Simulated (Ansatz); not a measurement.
Trial structures of SnPt2Se3: starts and ends

These are results of DFT PBE, scalar-relativistic, plane waves, PAW in Ansatz 0.2.0, not measurements. Settings: cutoff 420 eV, Γ-centred meshes spaced at most about 0.3 Å⁻¹, and about 0.25 Å⁻¹ or finer for metals (2π included), Gaussian smearing. No spin polarisation in the final relaxations.

Each guess was relaxed in cell and atoms at zero pressure, within the symmetry of its start. All energies are static (0 K, no zero-point motion). Coordination counts Se atoms around Pt and Sn (those within 1.25 times the shortest such distance or 1.15 times the sum of covalent radii, 1.27 where that leaves under three; a plus sign parts nearer from farther groups; the shortest distance is added where it exceeds 1.18 times the sum of covalent radii).

```
guess      made from  start group  V start (Å³/atom)  end group  V end (Å³/atom)   coordination at the end  gap on mesh (eV)  E over the lowest end (meV/atom)
    1  Hf2GaSb3 type        P-4m2               21.6          ?                ?                         ?                 ?                                 ?
    2    random cell       P6/mmm               29.9     P6/mmm             34.9  Sn 2+12 from 4.8 Å, Pt 1                 0                               898
    3  CeAl3Pd2 type       P6/mmm               24.5     P6/mmm             22.5    Sn 12 from 3.7 Å, Pt 6                 0                               157
    4    random cell         P6mm               26.5       P6mm             23.7              Sn 1+6, Pt 3                 0                               253
    5  NaCu3Te2 type         R-3m               23.3       R-3m             20.5     Sn 2 from 3.4 Å, Pt 3                 0                                 0
```

Guess 1 as it starts:

```
Sn Pt Se
1.0
     3.88038    0.00000    0.00000
     0.00000    3.88038    0.00000
     0.00000    0.00000    8.61991
Sn Pt Se
1 2 3
Direct
  0.50000 0.50000 0.00000
  0.50000 0.00000 0.73987
  0.00000 0.50000 0.26013
  0.50000 0.00000 0.38354
  0.00000 0.50000 0.61646
  0.00000 0.00000 0.00000
```

Task: Predict the end of this guess and its energy over the lowest end.

Result: It ends in space group P-4m2 (No. 115), with a = 3.998 Å, c = 7.703 Å, 20.5 Å³/atom and no gap. It lies 94 meV/atom over the lowest end, above guess 5 and below guess 3. Counting Se atoms around Pt and Sn, this end has Sn 4+4, Pt 1+4 and the lowest (guess 5) has Sn 2 from 3.4 Å, Pt 3.

```cif
data_structure
_symmetry_space_group_name_H-M 'P-4m2'
_symmetry_Int_Tables_number 115
_cell_length_a 3.9984
_cell_length_b 3.9984
_cell_length_c 7.7028
_cell_angle_alpha 90.000
_cell_angle_beta 90.000
_cell_angle_gamma 90.000
_cell_volume 123.15
loop_
_atom_site_label
_atom_site_type_symbol
_atom_site_symmetry_multiplicity
_atom_site_Wyckoff_symbol
_atom_site_fract_x
_atom_site_fract_y
_atom_site_fract_z
_atom_site_occupancy
Sn1 Sn 1 b 0.50000 0.50000 0.00000 1
Pt1 Pt 2 g 0.50000 0.00000 0.68697 1
Se1 Se 2 g 0.50000 0.00000 0.36854 1
Se2 Se 1 a 0.00000 0.00000 0.00000 1
```

Energies over the elements count from the elements' standard structures at the same level, with no fitted energy shifts. The references include grey tin.

Task: Is the lowest end bound against the elements?

Result: Too close to call: its formation energy is +0.01 eV/atom. The formation energy is too near zero to say whether this cell lies below the elements.

No dispersion correction is applied, so the spacing and binding between layers, chains or molecules are poorly described (P6mm), and this can change margins and order among such cells. Spin–orbit coupling, which can matter for Pt, is left out. The reference form of Se is held partly by dispersion forces, which this level lacks. Cells relaxed within their symmetry can be saddle points. A lower structure may well exist outside this small set. Some structure types and database cells were kept out of the candidates from the start, so a known form may be missing.
